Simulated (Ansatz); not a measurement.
B:
```
B
1.0
   -2.31963     2.31963     2.31963
    2.31963    -2.31963     2.31963
    2.31963     2.31963    -2.31963
B
4
Direct
  0.00000   0.25000   0.50000
  0.25000   0.50000   0.00000
  0.50000   0.00000   0.25000
  0.25000   0.25000   0.25000
```

Relaxed with r²SCAN. Special points in fractions of this cell's reciprocal vectors: Γ (0.000, 0.000, 0.000); H (0.500, -0.500, 0.500); N (0.000, 0.000, 0.500); P (0.250, 0.250, 0.250).

Question: List the band energies nearest the valence-band maximum at these points for r²SCAN (plane waves, PAW; program Ansatz).

Answer: In eV from the valence-band maximum; about four levels below and three above (degenerate sets whole), none deeper than 8.9 eV; points with the same levels are listed once.

| k | below | above |
|---|---|---|
| Γ | -3.26 -3.26 -3.26 -1.79 -1.79 | 1.80 1.80 1.80 |
| H | -7.58 -7.58 -7.58 -2.59 -2.59 -2.59 | 5.35 5.42 5.42 5.42 |
| N | -4.50 -2.38 -2.36 -1.38 | 3.17 4.51 4.64 |
| P | -4.82 -4.82 -0.14 -0.14 | 3.82 3.82 5.52 5.52 |

Space group I4_132. The start of the workflow was typed in or built on a structure type; neither database checked (COD, Materials Project) lists it. It is not the phase usual at ambient conditions (space group No. 166). The cell was relaxed with r²SCAN under the symmetry of its start; its stability against distortions is not shown here.

Potentials: the later of the program's two PAW sets.
